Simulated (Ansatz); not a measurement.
Al2Au:
```
Al2Au
1.0
    0.00000     3.00507     3.00507
    3.00507     0.00000     3.00507
    3.00507     3.00507     0.00000
Au Al
1 2
Cartesian
  0.00000   0.00000   0.00000
  1.50253   1.50253   1.50253
  4.50760   4.50760   4.50760
```

Relaxed with r²SCAN.

### Question
Tabulate the valence density and the electron localisation function along the shortest Al–Al contact (3.01 Å), r²SCAN in the plane-wave PAW code Ansatz.

### Answer


```csv
distance from Al (Å),density (e/Å³),ELF
0.30,0.06,0.06
0.45,0.08,0.02
0.60,0.12,0.08
0.75,0.17,0.29
0.90,0.20,0.47
1.05,0.20,0.55
1.20,0.20,0.57
1.35,0.19,0.56
1.50,0.18,0.55
1.65,0.19,0.56
1.80,0.20,0.57
1.95,0.20,0.55
2.10,0.20,0.47
2.25,0.17,0.29
2.40,0.12,0.08
2.55,0.08,0.02
2.70,0.06,0.06
```

The density is the valence pseudo-density with augmentation charge, so density and ELF within about 1 Å of a nucleus are not all-electron values.

Space group Fm-3m (fluorite or antifluorite type). Symmetry was held in the r²SCAN relaxation; of distortions, only those at the zone centre were tested. Spin–orbit coupling is left out wherever it is not named.

Potentials: the later of the program's two PAW sets.
